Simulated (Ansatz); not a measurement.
Mg$_{2}$FeH$_{6}$ (space group Fm-3m)

```
Mg2FeH6
1.0
    0.00000     3.17202     3.17202
    3.17202     0.00000     3.17202
    3.17202     3.17202     0.00000
Mg Fe H
2 1 6
Direct
  0.25000   0.25000   0.25000
  0.75000   0.75000   0.75000
  0.00000   0.00000   0.00000
  0.75561   0.24439   0.75561
  0.24439   0.75561   0.24439
  0.75561   0.24439   0.24439
  0.24439   0.75561   0.75561
  0.75561   0.75561   0.24439
  0.24439   0.24439   0.75561
```

E(V) scan at fixed shape, V₀ the volume above. The atoms relax within the cell's symmetry.

Computed with PBEsol (plane waves to 420 eV, PAW, scalar-relativistic; Ansatz, a first-principles code). k mesh 9×9×9 (Γ-centred), Fermi-Dirac smearing 0.05 eV. The energy includes the smearing's −TS. Mg2FeH6 is run without spin polarisation. Mg2FeH6 was relaxed with its symmetry unable to fall. The zero of ΔE is the relaxed starting cell.

| V (Å³/atom) | ΔE (meV/atom) |
|---|---|
| 6.383 | 21.9 |
| 6.525 | 13.5 |
| 6.667 | 7.4 |
| 6.809 | 3.2 |
| 6.951 | 0.8 |
| 7.092 | 0.0 |
| 7.234 | 0.7 |
| 7.376 | 2.8 |
| 7.518 | 6.1 |
| 7.660 | 10.4 |
| 7.802 | 15.8 |

What is the fitted pressure derivative B₀′?

3.9.

What bulk modulus B₀ follows from a third-order Birch-Murnaghan fit?

83.4 GPa.

(Under strain, the slope of the energy per volume gives the stress and its curvature an elastic modulus.)
